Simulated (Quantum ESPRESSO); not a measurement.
Band energies of SnTe

```
CELL_PARAMETERS angstrom
      0.00000     3.14172     3.14172
      3.14172     0.00000     3.14172
      3.14172     3.14172     0.00000
ATOMIC_POSITIONS crystal
  Sn 0.00000 0.00000 0.00000
  Te 0.50000 0.50000 0.50000
```

PBE (pw.x of Quantum ESPRESSO, ONCV potentials, scalar-relativistic); path ΓXWKΓLUWLK,UX; energies in eV from the valence-band maximum.

```
k (1/Å)  point  band 11  band 12  band 13  band 14  band 15  band 16  band 17  band 18
-------  -----  -------  -------  -------  -------  -------  -------  -------  -------
0.00         Γ   -12.88    -4.66    -2.17    -2.17    -2.17     3.36     3.36     3.36
0.44             -12.34    -6.20    -2.96    -2.96    -1.51     1.52     3.17     3.76
1.00         X   -11.27    -6.48    -5.64    -3.79    -3.79     2.15     4.96     4.96
1.50         W   -11.18    -7.41    -4.89    -4.89    -0.83     0.84     4.63     4.63
1.62             -11.19    -7.42    -5.08    -4.51    -1.26     1.28     4.07     5.16
1.85         K   -11.23    -7.46    -5.24    -3.29    -2.74     3.04     3.09     4.20
2.17             -11.61    -7.69    -4.28    -2.17    -1.20     1.06     1.38     4.28
2.70             -12.75    -5.34    -2.41    -2.03    -1.56     2.43     2.45     3.36
2.91         Γ   -12.88    -4.66    -2.17    -2.17    -2.17     3.36     3.36     3.36
3.24             -12.58    -6.03    -2.12    -2.12    -1.28     2.11     2.11     2.17
3.67             -11.66    -8.25    -1.86    -1.86    -0.21     0.37     0.44     0.44
3.78         L   -11.58    -8.39    -1.83    -1.83     0.00     0.12     0.35     0.35
4.19             -11.34    -7.89    -4.44    -2.85    -2.10     2.02     2.25     4.40
4.39         U   -11.23    -7.46    -5.24    -3.29    -2.74     3.04     3.09     4.20
4.75         W   -11.18    -7.41    -4.89    -4.89    -0.83     0.84     4.63     4.63
5.19             -11.46    -8.17    -3.28    -2.83    -0.93     0.38     2.06     2.78
5.45         L   -11.58    -8.39    -1.83    -1.83     0.00     0.12     0.35     0.35
5.63             -11.53    -8.29    -2.74    -2.14    -1.00     0.75     0.79     1.95
6.07         K   -11.23    -7.46    -5.24    -3.29    -2.74     3.04     3.09     4.20
6.07         U   -11.23    -7.46    -5.24    -3.29    -2.74     3.04     3.09     4.20
6.42         X   -11.27    -6.48    -5.64    -3.79    -3.79     2.15     4.96     4.96
```

The PBE gap is direct, 0.12 eV at L.

Without spin-orbit coupling, band edges of such heavy elements can be off by tenths of an eV. So small a PBE gap in heavy elements may be inverted, where one-shot corrections to single bands mislead.

Geometry relaxed with PBEsol.
